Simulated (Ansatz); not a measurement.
## Zone-centre phonons of C: input and output

Theory: DFT LDA, scalar-relativistic, plane waves, PAW (Ansatz 0.2.0).

Launched with:
```bash
ansatz run input.yaml --threads 1 --pin off --max-ram 3072MiB --backend cpu --events-out ev --progress --plain --runs-dir out
```

Input (bare energies are in eV):
```yaml
crystal:
  lattice:
    - [1.2225045439, 0.7058133275, 3.3039531166]
    - [-1.2225045439, 0.7058133275, 3.3039531166]
    - [0.0, -1.411626655, 3.3039531166]
  atoms:
    - { symbol: C, position: [0.8334286081, 0.8334286081, 0.8334286081] }
    - { symbol: C, position: [0.1665713919, 0.1665713919, 0.1665713919] }
basis:
  ecutwfc: 420
kpoints:
  mp_grid: { grid: [12, 12, 12] }
hamiltonian:
  xc: lda
scf:
  occupations: { method: fixed }
output:
  eigenvalues: true
phonons:
  method: dfpt
  dielectric: true
  rigid_motions: translations
  raman: true
  eigenvectors: true
```

The end of the output:
```
--- Phonons (Γ-DFPT): 2 representative perturbations + reference, on 476 of 1728 k-points (Σ response iterations 6) ---
  k mesh reduced under 2 symmetry operations, with k and −k counted as one. Each operation leaves every solved perturbation unchanged. A smaller set is not considered because the run solves the response ...
  ASR residual: 2.969e-4 → 0.000e0 eV/Å²; symmetrization residual: 5.067e-7 eV/Å²
  ASR residual per site (eV/Å²): 2.97e-4 2.97e-4
  Γ frequencies (cm⁻¹): 0.00 0.00 0.00 884.35 1602.64 1602.64
  ε∞ (high-frequency dielectric tensor):
      192.362132     0.000000     0.000000
        0.000000   192.362132     0.000000
        0.000000     0.000000    14.505865
  ε⁰ (static dielectric tensor: ions relaxed, cell fixed):
      192.362132    -0.000000     0.000000
       -0.000000   192.362132     0.000000
        0.000000     0.000000    14.505865
  ε⁰ − ε∞ (ionic part):
        0.000000    -0.000000     0.000000
       -0.000000     0.000000     0.000000
        0.000000     0.000000     0.000000
  softest optical mode at Γ: 884.35 cm⁻¹; the repairs (sum rule, projections) moved no ω² at Γ by more than (2.61 cm⁻¹)²
  Born effective charges Z* (e; rows j = field, columns β = displacement):
    site 0:
         0.00000   -0.00000    0.00000
        -0.00000    0.00000    0.00000
         0.00000   -0.00000    0.00000
    site 1:
         0.00000    0.00000    0.00000
         0.00000    0.00000   -0.00000
         0.00000    0.00000   -0.00000
  Z* charge neutrality: 6.006e-3 e pre-enforcement
  solved inside a basis spanned on kpoints, on 28×28×28 k-points, which do not settle them: ε∞ is read to err by 1.4e3, Z* by 8.5e-3 e (field_mesh: kpoints solves on kpoints)
  Raman tensors (in the event stream and the table raman_tensors.tsv): an entry may err by 5.0e4 Å², one of the second-order susceptibility by 6.8e-15 pm/V (basis, points and sum rule); their sum over the sites missed zero by 3.638e-12 Å² ...
  optical modes at Γ without the LO–TO term, one row a degenerate level:
      ω (cm⁻¹) modes IR ((D/Å)²/amu) static Raman (Å⁴/amu) depolarisation
        884.35      1             0.0000         185414287.4051           0.113
       1602.64      2             0.0000        1882224541.7431           0.750
  optical modes at Γ + LO–TO along q̂ = [1.0000, 0.0000, 0.0000]:
      ω (cm⁻¹) modes IR ((D/Å)²/amu) static Raman (Å⁴/amu) depolarisation
        884.35      1             0.0000         185414287.4051           0.113
       1602.64      2             0.0000        1882224541.7431           0.750
  optical modes at Γ + LO–TO along q̂ = [0.0000, 1.0000, 0.0000]:
      ω (cm⁻¹) modes IR ((D/Å)²/amu) static Raman (Å⁴/amu) depolarisation
        884.35      1             0.0000         185414287.4051           0.113
       1602.64      2             0.0000        1882224541.7431           0.750
  optical modes at Γ + LO–TO along q̂ = [0.0000, 0.0000, 1.0000]:
      ω (cm⁻¹) modes IR ((D/Å)²/amu) static Raman (Å⁴/amu) depolarisation
        884.35      1             0.0000         185414287.4051           0.113
       1602.64      2             0.0000        1882224541.7431           0.750
```

It took 6.2 min on 1 thread of Intel(R) Xeon(R) 6975P-C (Granite Rapids) (shared host), peak memory 2.8 GiB.

The crystal is built of layers and no dispersion correction was added, so the binding between them is poorly described, and with it their spacing and whatever depends on it. The run warned that the response to a field isn't converged on this k mesh, and the frequencies, which stand on the same mesh, can be rough too.